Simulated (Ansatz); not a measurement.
La₃ZrBi₅: gradients before and after relaxing the atoms

Start: a measured structure from the Crystallography Open Database (COD), atoms as given.

Space group P6_3/mcm (No. 193); a = 9.7613, c = 6.5197 Å, γ = 120.00°.

| site | Wyckoff | site symmetry | x | y | z |
| --- | --- | --- | --- | --- | --- |
| La | 6g | m2m | 0.6187 | 0.0000 | 0.2500 |
| Zr | 2b | -3.m | 0.0000 | 0.0000 | 0.0000 |
| Bi9 | 6g | m2m | 0.2614 | 0.0000 | 0.2500 |
| Bi15 | 4d | 3.2 | 0.3333 | 0.6667 | 0.0000 |

One atom of each set is listed.

The numbers come from a DFT calculation in Ansatz (PBE, plane waves and PAW, scalar-relativistic, 420 eV cutoff, Γ-centred 4×4×5 k-points, Fermi–Dirac smearing 0.05 eV).

The largest force at the start is 0.14 eV/Å. Relaxing the ions at fixed cell moves them by 0.017 Å at most (atom 13, Bi) and 0.011 Å rms. End positions:

La (0.6179, 0.0000, 0.2500)
Zr (0.0000, 0.0000, 0.0000)
Bi9 (0.2631, 0.0000, 0.2500)
Bi15 (0.3333, 0.6667, 0.0000)

```csv
site,moved (Å),first shell before,first shell after,V_zz before (10²¹ V/m²),η before
La,0.008,"9 Bi at 3.30–3.49 Å, 2 La at 4.00 Å, 2 Zr at 4.06 Å","9 Bi at 3.31–3.46 Å, 2 La at 3.99 Å, 2 Zr at 4.07 Å",2.61,0.41
Zr,0.000,"6 Bi at 3.03 Å, 2 Zr at 3.26 Å","6 Bi at 3.04 Å, 2 Zr at 3.26 Å",-6.49,0.00
Bi9,0.017,"2 Zr at 3.03 Å, 5 La at 3.30–3.49 Å","2 Zr at 3.04 Å, 5 La at 3.31–3.46 Å",13.23,0.69
Bi15,0.000,"8 Bi at 3.26–4.00 Å, 6 La at 3.46 Å","8 Bi at 3.26–3.99 Å, 6 La at 3.45 Å",59.8,0.00
```

**Question.** How do the gradients change?

**Answer.** 

```tsv
site	V_zz after	η after	change of V_zz
La	2.52	0.55	-0.09
Zr	-6.48	0.00	+0.01
Bi9	12.40	0.82	-0.83
Bi15	59.7	0.00	-0.14
```

The largest change of V_zz is on Bi9, from 13.23 to 12.40. In per cent, |V_zz| changes by -3 on La, 0 on Zr, -6 to 0 on Bi (all sites that start above 2).

The run finds no gap above 0.1 eV (a metal, or nearly one), so the gradients can move by 10 % or more with the k-mesh. Spin–orbit coupling is left out, which shifts gradients on Bi by a few per cent in wide-gap crystals, and can shift them far more where the calculated gap is small or absent, as here.
